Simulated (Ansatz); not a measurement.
VBiO$_{4}$:
```
CELL_PARAMETERS angstrom
     -2.56078     2.56078     5.81087
      2.56078    -2.56078     5.81087
      2.56078     2.56078    -5.81087
ATOMIC_POSITIONS crystal
  Bi 0.75000 0.25000 0.50000
  Bi 0.00000 0.00000 0.00000
  V  0.25000 0.75000 0.50000
  V  0.50000 0.50000 0.00000
  O  0.57768 0.96783 0.88804
  O  0.71783 0.32979 0.89015
  O  0.07979 0.68964 0.11196
  O  0.43964 0.82768 0.10985
  O  0.17232 0.28217 0.61196
  O  0.03217 0.92021 0.60985
  O  0.67021 0.56036 0.38804
  O  0.31036 0.42232 0.39015
```

Relaxed with r²SCAN.

Q: Decompose the optical modes at the zone centre into irreducible representations, and say which are infrared and Raman allowed.

A: Point group 4/m: Γ_opt = 3Ag + 4Au + 5Bg + 3Bu + 5Eg + 4Eu. Infrared: Au, Eu. Raman: Ag, Bg, Eg.

Q: Assign frequencies (DFPT, plane-wave PAW r²SCAN (Ansatz code); without the LO–TO term).

A: Eg 55, Bg 61, Au 63, Eu 100, Bg 129, Eg 138, Eu 142, Ag 223, Eg 265, Bu 274, Au 275, Eu 340, Ag 344, Bg 352, Bg 386, Eg 393, Au 421, Bu 453, Eu 704, Eg 707, Au 715, Bg 742, Bu 814, Ag 825 cm⁻¹.

Subscripts of B labels follow the axes of the standard setting.

Space group I4_1/a. Symmetry was held in the r²SCAN relaxation. The workflow began spin-polarised and lost its moments. No Hubbard U is applied. Spin–orbit coupling is left out wherever it is not named.

Potentials: the later of the program's two PAW sets.
